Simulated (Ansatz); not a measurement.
Al₂O₃ (corundum)

```
CELL_PARAMETERS angstrom
      2.40399     1.38794     4.37387
     -2.40399     1.38794     4.37387
      0.00000    -2.77589     4.37387
ATOMIC_POSITIONS crystal
  Al 0.35213 0.35213 0.35213
  Al 0.14787 0.14787 0.14787
  Al 0.64787 0.64787 0.64787
  Al 0.85213 0.85213 0.85213
  O  0.55616 0.94384 0.25000
  O  0.25000 0.55616 0.94384
  O  0.94384 0.25000 0.55616
  O  0.44384 0.05616 0.75000
  O  0.75000 0.44384 0.05616
  O  0.05616 0.75000 0.44384
```

This relaxed cell (volume V₀) is scaled evenly in all directions, its shape held. The atoms relax within the cell's symmetry.

All values below come from PBE (plane waves to 420 eV, PAW, scalar-relativistic; Ansatz, a quantum-chemistry and plane-wave program). k mesh 8×8×8 (Γ-centred), Fermi-Dirac smearing 0.05 eV. The energy includes the smearing's −TS. Compression counts positive. Al2O3 was relaxed with its symmetry unable to fall. The PAW data are Ansatz's earlier set. The zero of ΔE is the relaxed starting cell.

Task: What ΔE (eV/atom) and P (GPa) does the calculation give at V/V₀ = 0.900, 0.980, 1.020, 1.060, 1.100?

Result: 
```tsv
V/V₀	ΔE (eV/atom)	P (GPa)
0.900	0.0751	30.0
0.980	0.0026	4.9
1.020	0.0024	-4.4
1.060	0.0205	-11.9
1.100	0.0536	-18.1
```

(Under strain, the slope of the energy per volume gives the stress and its curvature an elastic modulus.)
